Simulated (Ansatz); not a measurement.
Relaxed-ion elastic tensor of FePt (L1₀ or tetragonal B2, P4/mmm) in GPa (Voigt order), the program Ansatz at the PBE level (PAW); density 14.87 g/cm³, 14.01 Å³ per atom.

```csv
,1,2,3,4,5,6
1,369,76.6,155,0.0,0.0,0.0
2,76.6,369,155,0.0,0.0,0.0
3,155,155,302,0.0,0.0,0.0
4,0.0,0.0,0.0,110,0.0,0.0
5,0.0,0.0,0.0,0.0,110,0.0
6,0.0,0.0,0.0,0.0,0.0,52.3
```

### Question
Is the crystal mechanically stable?

### Answer
Yes: the smallest eigenvalue of C is 52.3 GPa.

### Question
Work out the Voigt, Reuss and Hill averages.

### Answer
K_V = 201, K_R = 201, K_H = 201; G_V = 98.2, G_R = 86.1, G_H = 92.2 GPa.

### Question
Give Young's modulus, Poisson's ratio, Pugh's ratio and the universal anisotropy index.

### Answer
E = 9KG/(3K + G) = 240 GPa; ν = 0.30; K/G = 2.19 (ductile by the Pugh limit of 1.75); A_U = 5G_V/G_R + K_V/K_R − 6 = 0.70.

### Question
Estimate the sound speeds and the Debye temperature.

### Answer
v_l = √((K + 4G/3)/ρ) = 4670 m/s, v_t = √(G/ρ) = 2490 m/s, mean 2780 m/s; Θ = (h/k)(3n/4πV)^(1/3) v_m = 343 K.

### Question
How much does each axis shrink under pressure?

### Answer
Linear compressibilities β_i = Σ_j S_ij (j = 1 to 3): x 1.7, y 1.7, z 1.6 per TPa.

The PBE relaxation kept the symmetry of its start. The final state is ferromagnetic, chosen from 5 collinear starts compared on coarse meshes (ties went to the first, and starts can fall back to one state), not a proven ground state. Textbook magnetic order: ferromagnetic. As this level gives no gap, shear constants depend on the k-mesh and smearing (Fermi–Dirac, 0.1 eV here). On the denser mesh and wider smearing of the elastic run this cell carries a stress of 0.4 GPa. Scalar-relativistic: spin–orbit coupling is off unless named, which matters more the heavier the elements.

Potentials: the later of the program's two PAW sets.
